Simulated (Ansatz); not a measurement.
Values for one crystal, relaxed and computed with DFT-PBEsol in the program Ansatz with PAW potentials; other levels are named.

- Volume per atom = 14.68 Å³
- Electronic character = metallic (no gap)
- Formation energy from the elements (no fitted shifts) = 0.020 eV/atom
- Young's modulus = 156 GPa
- Density of states at the Fermi level = 0.78 states/eV per atom (mean over ±0.08 eV)
- Bulk modulus (Birch–Murnaghan fit) = 227 GPa
- Debye temperature from the elastic constants = 369 K

Q: Pick the material that matches.
(A) ZrC, rock salt
(B) ScMo3C, anti-perovskite
(C) SiC2, P4_2/mmc (Si on 2e, C on 4i)
(D) ScC, rock salt

A: B, ScMo3C, anti-perovskite

Space group Pm-3m (anti-perovskite). The start of the workflow was typed in or built on a structure type; neither database checked (COD, Materials Project) lists it. Its standing as an ambient phase is unchecked. The cell was relaxed with PBEsol under the symmetry of its start; whether a distortion lowers the energy is not shown. No spin polarisation was allowed. As this level gives no gap, shear constants depend on the k-mesh and smearing (Fermi–Dirac, 0.1 eV here). The references are the lowest solids computed at this level, not always the standard phases. Scalar-relativistic: spin–orbit coupling is off unless named, which matters more the heavier the elements.

Potentials: the later of the program's two PAW sets.
